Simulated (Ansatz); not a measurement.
**Ansatz 0.2.0, single run: Pb2CO2**

The command:

```bash
ansatz run input.yaml --threads 1 --pin off --max-ram 2560MiB --backend cpu --events-out ev --progress --plain --runs-dir out
```

input.yaml:

```yaml
crystal:
  lattice:
    - [0.0, 3.650765, 0.0]
    - [3.650765, 0.0, 0.0]
    - [1.825383, 1.825383, -6.069047]
  atoms:
    - { symbol: Pb, position: [0.15, 0.15, 0.7] }
    - { symbol: Pb, position: [0.85, 0.85, 0.3] }
    - { symbol: O, position: [0.75, 0.25, 0.5] }
    - { symbol: O, position: [0.25, 0.75, 0.5] }
    - { symbol: C, position: [0.5, 0.5, 0.0], spin: 2.2 }
kpoints:
  mp_grid: { grid: [5, 5, 5], shift: [0, 0, 0] }
magnetization:
  spin_polarized: true
scf:
  occupations: { method: gaussian, width: 0.01 }
  mixing: { algorithm: anderson, beta: 0.3 }
hamiltonian:
  pseudopotentials: { kind: paw }
  xc: r2scan
basis:
  ecutwfc: 500
total_charge: -1.0
output:
  forces: true
  stress: true
  eigenvalues: true
```

Origin of the cell: a known structure type with other elements, at an estimated volume, so it need not be a known compound.

Output (shortened):

```
SCF iter   1: F=—  HF=-25215.662195 eV  Δρ=3.90e-2  dr2=1.38e1  dr2_τ=1.40e-1  dr2_m=5.28e-2  M=2.360 μB ∫|m|=2.381 μB
SCF iter   2: F=—  HF=-25213.847331 eV  Δρ=2.31e-2  dr2=3.98e0  dr2_τ=2.19e-2  dr2_m=3.26e-2  M=2.360 μB ∫|m|=2.381 μB  defer=71  κ⁻¹=1.0e0(r=1)
SCF iter   3: F=—  HF=-25213.198913 eV  Δρ=1.16e-2  dr2=4.76e-1  dr2_τ=1.11e-2  dr2_m=8.04e-3  M=2.488 μB ∫|m|=2.504 μB  defer=67  κ⁻¹=7.3e-3(r=2)
SCF iter   4: F=—  HF=-25213.218005 eV  Δρ=6.02e-3  dr2=8.42e-2  dr2_τ=1.73e-3  dr2_m=2.86e-3  M=2.616 μB ∫|m|=2.635 μB  defer=67  κ⁻¹=4.1e-4(r=3)
SCF iter   5: F=—  HF=-25213.233628 eV  Δρ=2.73e-3  dr2=1.00e-2  dr2_τ=3.80e-4  dr2_m=1.33e-3  M=2.680 μB ∫|m|=2.701 μB  defer=67  κ⁻¹=3.1e-5(r=4)
SCF iter   6: F=—  HF=-25213.237955 eV  Δρ=1.90e-3  dr2=2.18e-3  dr2_τ=1.64e-4  dr2_m=1.14e-3  M=2.744 μB ∫|m|=2.766 μB  defer=67
SCF iter   7: F=—  HF=-25213.238639 eV  Δρ=5.98e-4  dr2=9.06e-4  dr2_τ=8.85e-6  dr2_m=7.77e-6  M=2.744 μB ∫|m|=2.767 μB  defer=67  κ⁻¹=1.0e0(r=1)
SCF iter   8: F=—  HF=-25213.240774 eV  Δρ=3.86e-4  dr2=3.23e-4  dr2_τ=3.60e-6  dr2_m=5.12e-6  M=2.744 μB ∫|m|=2.767 μB  defer=68  κ⁻¹=5.1e-2(r=2)
SCF iter   9: F=—  HF=-25213.242089 eV  Δρ=1.72e-4  dr2=5.55e-5  dr2_τ=1.04e-6  dr2_m=3.19e-6  M=2.744 μB ∫|m|=2.767 μB  defer=68  κ⁻¹=4.7e-3(r=3)
SCF iter  10: F=—  HF=-25213.242263 eV  Δρ=9.82e-5  dr2=2.50e-5  dr2_τ=2.26e-7  dr2_m=1.30e-7  M=2.744 μB ∫|m|=2.767 μB  defer=68  κ⁻¹=9.1e-4(r=4)
SCF iter  11: F=—  HF=-25213.242290 eV  Δρ=4.27e-5  dr2=4.64e-6  dr2_τ=6.29e-8  dr2_m=2.31e-7  M=2.744 μB ∫|m|=2.767 μB  defer=68  κ⁻¹=2.6e-4(r=5)
SCF iter  12: F=—  HF=-25213.242289 eV  Δρ=1.31e-5  dr2=5.39e-7  dr2_τ=4.24e-9  dr2_m=8.29e-9  M=2.744 μB ∫|m|=2.767 μB  defer=68  κ⁻¹=4.0e-5(r=6)
SCF iter  13: F=—  HF=-25213.242291 eV  Δρ=8.68e-6  dr2=1.89e-7  dr2_τ=2.31e-9  dr2_m=1.34e-9  M=2.744 μB ∫|m|=2.767 μB  defer=68  κ⁻¹=1.1e-5(r=7)
SCF iter  14: F=-25213.242293 eV  HF=-25213.242293 eV  Δρ=4.61e-6  dr2=3.43e-8  dr2_τ=4.40e-10  dr2_m=2.62e-10  M=2.744 μB ∫|m|=2.767 μB
SCF 1 converged in 14 iterations: F = -25213.242293 eV  dr2 = 3.43e-8
this state was not tested for a lower state beside it, because the mixer in use, unlike msr1, does not test its closes by its own steps (another_mixer; see scf.mixing.algorithm and scf.lower_state_search)
SCF converged after 14 iterations
Magnetization: 2.7440 μB (23.8720 up, 21.1280 down)
Absolute magnetization: 2.7486 μB (∫|ρ↑−ρ↓|, with the PAW one-centre terms)
Spin contamination: 0.0266 ħ² per cell (⟨S²⟩ above its minimum at these occupations)
Per-site moments (μB) at R_I (Å): [(0.042723, 0.904246), (0.042723, 0.904246), (0.076165, 0.904246), (0.076165, 0.904246), (2.125091, 1.303072)]
Free energy (F): -25213.242293 eV
Harris-Foulkes:  -25213.242293 eV  (|F-HF|=1.71e-7)
Internal energy: -25213.242291 eV  (E = F + TS)
E sigma→0 (E₀):  -25213.242292 eV
Entropy (-TS):   -0.000002 eV (-0.000 meV/atom)
Fermi energy:    10.363153 eV
--- Per-component energies (eV) ---
  E_band       = -80.974930
  E_kinetic    = 1039.171861
  E_local      = -3425.251839  (includes V_loc(G=0)·N_el)
  E_nonlocal   = 832.488381
  E_hartree    = 1394.305133
  E_xc         = -621.331342
  E_vxc        = -581.183450  (∫ρ·V_xc dr)
  E_paw        = -21293.070771  (= ΣΔE_a)
  E_vpaw       = -773.348038  (= ΣTr[D̂ρ^β])
  E_aug_tail   = 0.002094  (compensation charges beyond the density's cutoff)
  E_vtau       = 38.537781  (kinetic-family band-sum trace: ∫τ·v_τ [+ j·A + Jᵃ·Aᵃ] dr)
  E_ewald      = -3141.398157
  E_core_change = 1.842349  (= ΣΔE_core)
  E_smearing   = -0.000002  (= −TS)
  E_deformation_potential = -16.014533  (in the stress; not in F)
  Σ components = -25213.242293   (vs F -25213.242293, Δ=0.00e0)
--- Forces (eV/Å), atoms counted from 1 ---
  atom   1  Pb     0.000000     0.000000    -3.294355
  atom   2  Pb    -0.000000    -0.000000     3.294355
  atom   3  O     -0.000000    -0.000000     0.000000
  atom   4  O      0.000000     0.000000    -0.000000
  atom   5  C     -0.000000     0.000000     0.000000
  max |Σ_I F_I| component: 4.44e-16 eV/Å
--- Stress (GPa, compression-positive) ---
       19.713923      -0.000000       0.000000
       -0.000000      19.713923       0.000000
        0.000000       0.000000      13.443867
  P = ⅓ Tr σ = 17.6239 GPa (176.239 kbar)
```

Caveats: charged cell with a uniform background, whose pressure depends on convention; no spin-orbit coupling, though heavy elements are present; one start, so the magnetic state may not be the lowest; the k mesh is coarse if the cell is a metal.

The run took 23 s on 1 thread of Arm Neoverse V2, on a shared host, peak memory 0.6 GiB, from the program's own first density.
